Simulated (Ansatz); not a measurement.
Equation of state of HfC from a dense series

```
CELL_PARAMETERS angstrom
0.00000 2.32500 2.32500
2.32500 0.00000 2.32500
2.32500 2.32500 0.00000
ATOMIC_POSITIONS crystal
Hf 0.50000 0.50000 0.50000
C 0.00000 0.00000 0.00000
```

Atom numbers follow the list: Hf1, C2.

The cell comes from COD entry 1539502, which wasn't checked; take it as a given geometry.

Spin–orbit coupling is left out, though it moves levels of the heavy atoms by tenths of an eV or more.

Level of theory: Ansatz 0.2.0, DFT, PBEsol, all-electron LAPW, scalar-relativistic.

Settings: a Γ-centred 15×15×15 k mesh, Fermi–Dirac smearing of 0.05 eV, basis error target 1 meV/atom, no spin polarisation.

The cell is scaled evenly. Fractional coordinates are held (clamped ions).

```tsv
V (Å³/atom)	P (GPa)
11.814	9.05
12.317	-1.84
12.442	-4.23
12.568	-6.51
12.694	-8.67
12.819	-10.73
13.071	-14.54
13.322	-17.98
```

**Question.** Fit a third-order Birch–Murnaghan curve to the pressures.

**Answer.** P = (3B0/2)(y^(7/2) − y^(5/2))[1 + (3/4)(B0′ − 4)(y − 1)] with y = (V0/V)^(2/3) fits within 0.01 GPa for V0 = 12.224 Å³/atom, B0 = 247.8 GPa and B0′ = 3.96.

**Question.** Predict the pressure at the withheld volume, 12.065 Å³/atom.

**Answer.** There y = 1.0088, so the fit gives 3.33 GPa; the run gave 3.33 GPa.
